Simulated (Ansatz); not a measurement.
BaZrS₃ in space group Pnma (No. 62; Ba on 4c, Zr on 4a, S on 4c, S on 8d), plane-wave PAW LDA (Ansatz code). The conduction-band minimum lies at Γ, with 1 equivalent valley. Second derivatives d²E/dk² of the lowest band at one valley (eV·Å²), along Cartesian directions:

| direction | d²E/dk² |
|---|---|
| [100] | 24.00 |
| [010] | 41.09 |
| [001] | 23.29 |
| [110] | 32.54 |
| [101] | 23.50 |
| [011] | 32.16 |

**Question.** Find the principal effective masses, the density-of-states mass and the conductivity mass.

**Answer.** Off-diagonal terms follow from H_xy = H[110] − (H_xx + H_yy)/2, and m*/mₑ = 7.620 eV·Å² over each eigenvalue: 0.19, 0.32, 0.33. One valley's DOS mass (m₁m₂m₃)^(1/3) = 0.27, conductivity mass 3/(Σ 1/mᵢ) = 0.26 mₑ.

**Question.** What effective density of states Nc follows at 300 K for parabolic valleys?

**Answer.** Nc = 2.509e19 × 1 × (0.27)^(3/2) ≈ 3.5e18 cm⁻³.

Symmetry was held in the LDA relaxation; of distortions, only those at the zone centre were tested. No spin polarisation was allowed. Spin–orbit coupling is left out wherever it is not named.

Potentials: the later of the program's two PAW sets.

Edges and masses are those of Kohn–Sham bands, whose gap is no quasiparticle gap.
